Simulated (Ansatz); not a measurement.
TiRe: moving Re off its site

TiRe, Pm-3m, a = 3.118 Å (as given, not relaxed at this level: -3.2 GPa). The structure is a COD entry; whether it is the stable form wasn't checked. Ansatz: r2SCAN, PAW, 500 eV, Γ-centred 16×16×16 mesh on 2 atoms, Gaussian smearing 0.15 eV; no spin polarisation.

```yaml
crystal:
  lattice:
    - [3.11800, 0.00000, 0.00000]
    - [0.00000, 3.11800, 0.00000]
    - [0.00000, 0.00000, 3.11800]
  atoms:
    - { symbol: Ti, position: [0.50000, 0.50000, 0.50000] }
    - { symbol: Re, position: [0.00000, 0.00000, 0.00000] }
```

Atom 2 (Re) moves by x along the unit vector (-0.577, -0.577, -0.577), with its periodic images; all else is held. y is the free energy of the cell over the start, F the force along the path summed over the moved atoms. Symmetry makes y even in x.

```tsv
x (Å)	y (meV)	F (eV/Å)
-0.3000	?	?
-0.1500	115.1	1.53
0.0000	0.0	0.00
0.0375	7.2	-0.38
0.0750	28.7	-0.77
0.1125	64.7	-1.15
0.1875	179.4	-1.90
0.2250	257.3	-2.25
0.2625	348.3	-2.60
```

Problem. Fit y = c2 x² + c4 x⁴ to the energies of the other rows, give the force constant, and predict energy and force of the missing row.

Solution. Least squares on the rows shown. y = 5145.7 x² − 1302.0 x⁴. The force constant is 2 c2 = 10.3 eV/Å², for the cell as given, at -3.2 GPa (for all images moving together, not for a lone atom). With two atoms in a cubic cell this is the optical mode at Γ (in a metal it hangs on mesh and smearing): ω = 521.5 √(2 c2/μ) = 271 cm⁻¹ for μ = 38.08 u. The force −dy/dx at the missing row is 2.95 eV/Å (computed 2.92). At x = -0.3000 the fit asked for gives 452.6 meV. The run gave 451.8 meV, so the fit is 0.8 meV too high, a small miss on the scale of the series.

Spin–orbit coupling is left out, which can shift energies with elements as heavy as these.